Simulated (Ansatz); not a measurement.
NbAlB in space group Cmcm (No. 63; Al on 4c, B on 4c, Nb on 4c) under volume change, DFT-r²SCAN in the program Ansatz with PAW potentials, shape and atoms relaxed at each volume.

```tsv
V (Å³/atom)	E − E(relaxed) (meV/atom)	P (GPa)
11.872	[?]	[?]
12.251	7.1	6.21
12.630	0.0	0.00
13.009	[?]	[?]
13.388	24.3	-9.73
```

**Question.** Some entries are withheld; supply them.

**Answer.** 
- 11.872, E − E(relaxed) (meV/atom): 30.2
- 11.872, P (GPa): 13.48
- 13.009, E − E(relaxed) (meV/atom): 6.4
- 13.009, P (GPa): -5.27

**Question.** What does a third-order Birch–Murnaghan fit give for V₀, B₀ and B′?

**Answer.** V₀ = 12.63 Å³/atom, B₀ = 190 GPa, B′ = 4.4.

The start of the workflow was typed in or built on a structure type; neither database checked (COD, Materials Project) lists it. Whether it is the stable phase at ambient conditions was not checked. The cell was relaxed with r²SCAN under the symmetry of its start; its stability against distortions is not shown here. No spin polarisation was allowed.

Potentials: the later of the program's two PAW sets.
